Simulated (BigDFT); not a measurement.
Stretching the Si1–H7 bond of the molecule C₄H₉NSi

```xyz
15

Si     2.2099    -0.1737     0.1321
N      0.5254    -0.1186     0.2182
C     -0.3420    -0.1139     1.2872
C     -1.6154     0.0396     0.9161
C     -1.7004     0.1664    -0.5752
C     -0.2211     0.1096    -1.0291
H      2.7153     1.2148     0.0224
H      2.7374    -0.8294     1.3525
H      2.5875    -0.9392    -1.0800
H      0.0285    -0.2291     2.2999
H     -2.4615     0.0680     1.5853
H     -2.1659     1.1125    -0.8685
H     -2.2766    -0.6587    -1.0057
H      0.0579     1.0583    -1.5061
H     -0.0790    -0.7065    -1.7491
```
Charge 0, spin multiplicity 1.

All values come from this method and carry its errors: BigDFT with PBE, Daubechies wavelet basis, HGH (Krack) norm-conserving potentials made for PBE, isolated boundary conditions.

Settings: basis = Daubechies wavelets; dft.hgrids = 0.33 bohr; dft.rmult = 5 8; dft.ixc = 11; potentials = built-in HGH-K PBE; boundary_conditions = free; dft.gnrm_cv = 1e-04; dft.itermax = 80; dft.idsx = 6; dft.nrepmax = 3.

Atom 7 is moved along its bond to atom 1 (1.482 Å at the start); all other atoms stay.

```json
[
 {"bond length (Å)": "1.259", "multiplicity": "1", "energy from the starting geometry (eV)": "0.669", "force on atom 7 along the bond, outward positive (eV/Å)": "6.71", "highest occupied level (eV)": "-4.31", "dipole (D)": "0.59"},
 {"bond length (Å)": "1.363", "multiplicity": "1", "energy from the starting geometry (eV)": "0.181", "force on atom 7 along the bond, outward positive (eV/Å)": "2.97", "highest occupied level (eV)": "-4.34", "dipole (D)": "0.55"},
 {"bond length (Å)": "1.422", "multiplicity": "1", "energy from the starting geometry (eV)": "0.051", "force on atom 7 along the bond, outward positive (eV/Å)": "1.46", "highest occupied level (eV)": "-4.36", "dipole (D)": "0.54"},
 {"bond length (Å)": "1.482", "multiplicity": "1", "energy from the starting geometry (eV)": "0.000", "force on atom 7 along the bond, outward positive (eV/Å)": "0.29", "highest occupied level (eV)": "-4.38", "dipole (D)": "0.55"},
 {"bond length (Å)": "1.541", "multiplicity": "1", "energy from the starting geometry (eV)": "0.012", "force on atom 7 along the bond, outward positive (eV/Å)": "-0.60", "highest occupied level (eV)": "-4.40", "dipole (D)": "0.58"},
 {"bond length (Å)": "1.630", "multiplicity": "1", "energy from the starting geometry (eV)": "0.109", "force on atom 7 along the bond, outward positive (eV/Å)": "-1.55", "highest occupied level (eV)": "-4.43", "dipole (D)": "0.68"},
 {"bond length (Å)": "1.778", "multiplicity": "1", "energy from the starting geometry (eV)": "0.414", "force on atom 7 along the bond, outward positive (eV/Å)": "-2.43", "highest occupied level (eV)": "-4.49", "dipole (D)": "0.93"},
 {"bond length (Å)": "2.074", "multiplicity": "1", "energy from the starting geometry (eV)": "1.219", "force on atom 7 along the bond, outward positive (eV/Å)": "-2.81", "highest occupied level (eV)": "-4.64", "dipole (D)": "1.68"},
 {"bond length (Å)": "2.519", "multiplicity": "1", "energy from the starting geometry (eV)": "2.360", "force on atom 7 along the bond, outward positive (eV/Å)": "-2.25", "highest occupied level (eV)": "-4.84", "dipole (D)": "3.07"}
]
```

A cubic fit of the points within about 10 % of the start puts the minimum at 1.50 Å with a curvature of about 16 eV/Å². At 2.52 Å the energy lies 2.36 eV above the start.

The singlet runs are spin-restricted, which overestimates the energy of long bonds.

The other atoms were not relaxed at this level, so the minimum is that of this one coordinate.

The geometry comes from a semi-empirical pre-optimisation, in some cases with atoms then moved at random, and the species need not be a known compound.
